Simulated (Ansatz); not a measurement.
Bi:
```xyz
2
Lattice="0.0000 3.6173 3.6173 3.6173 0.0000 3.6173 3.6173 3.6173 0.0000" Properties=species:S:1:pos:R:3 pbc="T T T"
Bi     0.0000     0.0000     0.0000
Bi     1.8086     1.8086     1.8086
```

Relaxed with r²SCAN. Special points in fractions of this cell's reciprocal vectors: Γ (0.000, 0.000, 0.000); X (0.500, 0.000, 0.500); U (0.625, 0.250, 0.625); K (0.375, 0.375, 0.750); L (0.500, 0.500, 0.500); W (0.500, 0.250, 0.750).

Task: List the band energies nearest the Fermi level at these points for r²SCAN with spin–orbit coupling (plane waves, PAW; program Ansatz).

Result: In eV from the Fermi level; about four levels below and three above (degenerate sets whole), none deeper than 8.9 eV; points with the same levels are listed once.

| k | below | above |
|---|---|---|
| Γ | -0.45 -0.45 -0.45 -0.45 -0.18 -0.18 | 1.77 1.77 1.77 1.77 |
| X | -0.07 -0.07 -0.07 -0.07 | 4.63 4.63 4.63 4.63 |
| U | -2.73 -2.73 -0.35 -0.35 | 1.44 1.44 3.72 3.72 |
| L | -2.36 -2.36 -1.32 -1.32 | 1.69 1.69 2.83 2.83 |
| W | -3.61 -3.61 -2.99 -2.99 | 0.18 0.18 1.58 1.58 |

Space group Fd-3m (diamond). The start of the workflow was typed in or built on a structure type; neither database checked (COD, Materials Project) lists it. It is not the phase usual at ambient conditions (space group No. 166). The cell was relaxed with r²SCAN under the symmetry of its start. At this level the phase is mechanically unstable.

Potentials: the earlier of the program's two PAW sets.
